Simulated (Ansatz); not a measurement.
A geometry of Zr away from equilibrium: step 2 of the relaxation of a relaxed Zr cell, doubled along one cell vector, shaken by Gaussian noise of σ = 0.08 Å a coordinate. Calculation: r2SCAN (plane waves to 500 eV, PAW, scalar-relativistic; Ansatz, a first-principles code). Γ-centred k-mesh 4×8×10 on the run's cell (coarser than for final values), Fermi–Dirac smearing 0.05 eV.

```
Zr
1.0
   10.11049    -0.03204    -0.00936
   -2.54150     4.37882     0.01159
   -0.00293     0.00669     3.15626
Zr
6
Cartesian
 -0.00662   0.05783   0.06348
  5.05660  -0.00872   0.06664
 -0.02382   2.99971   1.58295
  5.04344   2.94350   1.60306
  2.54388   1.47179   1.59230
  7.59404   1.49738   1.56386
```

Task: Which atoms carry the largest force, and which way does it point?

Result: 0.35 eV/Å, on Zr2 (atoms numbered as listed); on Zr2 its components are (0.08, 0.11, -0.32).

Task: What is the pressure?

Result: -0.4 GPa, compression positive.

Task: How far above the relaxed end point is this geometry?

Result: 0.01 eV/atom; the path ends in P6/mmm (No. 191).

No spin polarisation in the result.

The end of the path is a generated cell of Zr: the first start was made by placing the elements on the sites of a structure type, and the end was not matched to a known phase here, so it may be hypothetical. Known forms of Zr include space group No. 194.
